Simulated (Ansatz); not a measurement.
Elastic constants of Zn3PbO: input and output

Computed with Ansatz 0.2.0, DFT PBE, scalar-relativistic, plane waves, PAW.

It can be run as:
```bash
ansatz run input.yaml --threads 1 --pin off --backend cpu --events-out ev --progress --plain --runs-dir out  # memory cap (--max-ram) not shown
```

Input (bare energies are in eV):
```yaml
crystal:
  lattice:
    - [4.4174460336, 0.0, 0.0]
    - [0.0, 4.4174460336, 0.0]
    - [0.0, 0.0, 4.4174460336]
  atoms:
    - { symbol: Zn, position: [0.0, 0.5, 0.5] }
    - { symbol: Zn, position: [0.5, 0.0, 0.5] }
    - { symbol: Zn, position: [0.5, 0.5, 0.0] }
    - { symbol: Pb, position: [0.0, 0.0, 0.0] }
    - { symbol: O, position: [0.5, 0.5, 0.5] }
basis:
  ecutwfc: 420
kpoints:
  mp_grid: { grid: [8, 8, 8] }
hamiltonian:
  xc: pbe
scf:
  occupations: { method: fermi_dirac, width: 0.15 }
output:
  forces: true
  stress: true
  eigenvalues: true
elastic:
  mode: clamped_ion
  amplitude: 0.005
```

From the output:
```
--- Elastic constants: 2 strain directions × 4 members + reference (group order 48) ---
  dense FFT box of the reference and of every strained cell: 30×30×30
  strains applied: 11, 23; error gains: componentwise 1.00 (the most a stress slope's error grows in a printed constant), spectral 1.73 (1 for all six strains in a standard setting)
  C = ∂σ_k/∂η_j (tension-positive GPa; Voigt order 11 22 33 23 13 12):
        40.911     76.806     76.806     -0.000     -0.000     -0.000
        76.806     40.911     76.806     -0.000     -0.000     -0.000
        76.806     76.806     40.911     -0.000     -0.000     -0.000
        -0.000     -0.000      0.000    -21.590     -0.000      0.000
        -0.000     -0.000      0.000     -0.000    -21.590     -0.000
         0.000     -0.000     -0.000     -0.000     -0.000    -21.590
  reference stress σ⁰ (GPa):     -0.003     -0.003     -0.003     -0.000      0.000     -0.000
  C* (energy form; C + prestress term) asymmetry max|C*_kj − C*_jk| = 1.421e-14 GPa — a small one proves nothing (zero by symmetry where the batch's group is 432, −43m or m−3m); a large one is finite-difference/SCF noise where every solve ...
  moduli (Voigt/Reuss/Hill, GPa): K = 64.84/64.84/64.84   G = -20.13/-19.97/-20.05   E = -67.07   ν = 0.672
  mechanically stable: NO (min eigenvalue of sym C = -35.90 GPa)
  strain η (Voigt 11):  stress-route row diagonal C_11 = 40.91 GPa, energy-path curvature d²(F+E_count+ΔE)/dδ²/Ω₀ = 41.15 GPa
    cells at ±δ against ±2δ: C11 40.93 and 40.99 GPa, apart by 0.07 % of the column's largest entry
         δ    σ_11 (GPa) F (eV) n_scf n_hpsi n_pw
    -1.000e-2      -0.4320      -22428.8245679      14   77156   1703
    -5.000e-3      -0.2121      -22428.8254365       6   50843   1727
     5.000e-3       0.1972      -22428.8254673       7   53105   1743
     1.000e-2       0.3877      -22428.8246460      11   60603   1743
  strain η (Voigt 23):  stress-route row diagonal C_44 = -21.59 GPa, energy-path curvature d²(F+E_count+ΔE)/dδ²/Ω₀ = -21.40 GPa
    cells at ±δ against ±2δ: C44 -21.56 and -21.46 GPa, apart by 0.46 % of the column's largest entry
         δ    σ_23 (GPa) F (eV) n_scf n_hpsi n_pw
    -1.000e-2       0.2146      -22428.8262730      11   89059   1739
    -5.000e-3       0.1078      -22428.8258619       6   73008   1743
     5.000e-3      -0.1078      -22428.8258619       6   71712   1743
     1.000e-2      -0.2146      -22428.8262730      10   79371   1739
```

The cell was built by swapping an element in a database structure (itself possibly hypothetical) and relaxing; it need not be the stable form of this composition. In a metal, frequencies and elastic constants depend on the k mesh and the smearing, soft modes and shear constants most. Spin–orbit coupling is left out, which matters for heavy elements. A semilocal functional can close a gap that the real compound has.

As the tensor has a negative eigenvalue, the Reuss and Hill moduli of a polycrystal, and E and ν formed from them, have no physical meaning here.

Every atom sits on an inversion centre, so no strain shifts the atoms against each other, and clamped-ion and relaxed constants are the same.